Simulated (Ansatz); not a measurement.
The start is a generated cell, TaSi2 placed in the AFLOW prototype AB2_aP12_1_4a_8a (as in FeS2). A full variable-cell relaxation at zero pressure is run with r2SCAN (plane waves to 500 eV, PAW, scalar-relativistic; Ansatz, an electronic-structure program). First-step values are on the input's coarse k-mesh.

Ansatz input (later rounds restart from its end on a renewed k-mesh):
Ansatz 0.2 input:
```yaml
crystal:
  lattice:
    - [5.6184474, 0, 0]
    - [0, 5.6184474, 0]
    - [0, 0, 5.6184474]
  atoms:
    - { symbol: Ta, position: [0.001, 0.002, 0.003] }
    - { symbol: Ta, position: [0.4966, 0.0001, 0.5036] }
    - { symbol: Ta, position: [0.5001, 0.502, 0.0011] }
    - { symbol: Ta, position: [0.9994, 0.5013, 0.5038] }
    - { symbol: Si, position: [0.3857, 0.3832, 0.384] }
    - { symbol: Si, position: [0.1149, 0.6114, 0.8846] }
    - { symbol: Si, position: [0.8854, 0.1157, 0.6143] }
    - { symbol: Si, position: [0.6153, 0.8865, 0.1141] }
    - { symbol: Si, position: [0.6151, 0.6132, 0.6137] }
    - { symbol: Si, position: [0.8854, 0.3818, 0.1149] }
    - { symbol: Si, position: [0.1147, 0.8856, 0.3841] }
    - { symbol: Si, position: [0.3857, 0.1161, 0.8842] }
basis: { ecutwfc: 500, ecutrho_ratio: 4, xc_grid: 4, fft_grid_basis: typed }
kpoints: { mp_grid: { grid: [4, 4, 4] } }
hamiltonian:
  xc: r2scan
  dispersion: none
  pseudopotentials: { kind: paw }
scf: { occupations: { method: fermi_dirac, width: 0.05 } }
relax: { f_tol: 0.01, max_steps: 100, cell: { stress_tol: 0.02 } }
output: { forces: true, stress: true }
```

Task: What pressure does the first self-consistent step give?

Result: +53 GPa (positive: the cell is compressed).

Task: What is the largest force in the starting geometry, and on which atom (counted from 1)?

Result: About 1.0 eV/Å, on Ta1 (atoms numbered as listed).

Task: How much energy is released per atom?

Result: 1.65 eV/atom.

Task: How does the volume change?

Result: +6.7 %, from 14.78 to 15.77 Å³/atom.

Task: How do the shortest distances between atoms change?

Result: The closest pairs of elements (up to four, under 3.6 Å), start → end: Si–Si 2.24 → 2.39 Å; Si–Ta 2.32 → 2.52 Å; Ta–Ta 3.95 → 3.30 Å.

Task: Give the final cell and atomic positions.

Result: 
```cif
data_Si8Ta4
_chemical_formula_sum 'Ta4 Si8'
_space_group_name_H-M_alt 'Pc'
_space_group_IT_number 7
_space_group_name_Hall 'P -2yc'
_cell_length_a 6.33434
_cell_length_b 4.84757
_cell_length_c 6.24699
_cell_angle_alpha 90.000
_cell_angle_beta 99.344
_cell_angle_gamma 90.000
loop_
_atom_site_label
_atom_site_type_symbol
_atom_site_symmetry_multiplicity
_atom_site_Wyckoff_symbol
_atom_site_fract_x
_atom_site_fract_y
_atom_site_fract_z
_atom_site_occupancy
Ta1 Ta 2 a 0.09728 0.62010 0.05273 1
Ta2 Ta 2 a 0.45134 0.13060 0.95163 1
Si1 Si 2 a 0.66429 0.69905 0.13500 1
Si2 Si 2 a 0.40526 0.36596 0.30153 1
Si3 Si 2 a 0.83761 0.23994 0.16522 1
Si4 Si 2 a 0.04477 0.11248 0.89424 1
```

Final values are on a 6×8×6 k-mesh of the relaxed cell. No spin polarisation in the result.

The relaxed structure here is a generated cell of TaSi2: the first start was made by placing the elements on the sites of a structure type, and the end was not matched to a known phase here, so it may be hypothetical. Known forms of TaSi2 include space group No. 181.
